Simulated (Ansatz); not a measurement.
**AlRu: reading a single point**

```yaml
crystal:
  lattice:
    - [3.04048, 0.00000, 0.00000]
    - [0.00000, 3.04048, 0.00000]
    - [0.00000, 0.00000, 3.04048]
  atoms:
    - { symbol: Ru, position: [0.50000, 0.50000, 0.50000] }
    - { symbol: Al, position: [0.00000, 0.00000, 0.00000] }
```

Level: PBE, no spin polarisation; 420 eV; 11×11×11 Γ-centred mesh; fermi-dirac occupations (width 0.1 eV); Ansatz 0.2.0, fixed geometry.

Problem. What is the formation energy?

Solution. -0.62 eV an atom against the elements' usual phases (free molecules for gases, crystals otherwise, with no correction for O₂ or N₂), so it is bound against them; other compounds may still compete. Relaxing would lower it.

Problem. Are the atoms at rest?

Solution. The forces vanish by the symmetry of the sites.

Problem. How is the charge shared?

Solution. Bader charges in e: Al +1.82, Ru -1.82. In the mean Al gives up most and Ru takes most.

Problem. What does the stress say?

Solution. The pressure is -6.6 GPa (compression positive), so with the atoms held at these fractions the cell would first shrink.

Problem. What happens at the Fermi level?

Solution. It is a metal, with about 1.9 states/eV a cell as the mean within 0.25 eV of the Fermi level, mostly Ru d (86 %).

Origin: a database entry at a rescaled volume.
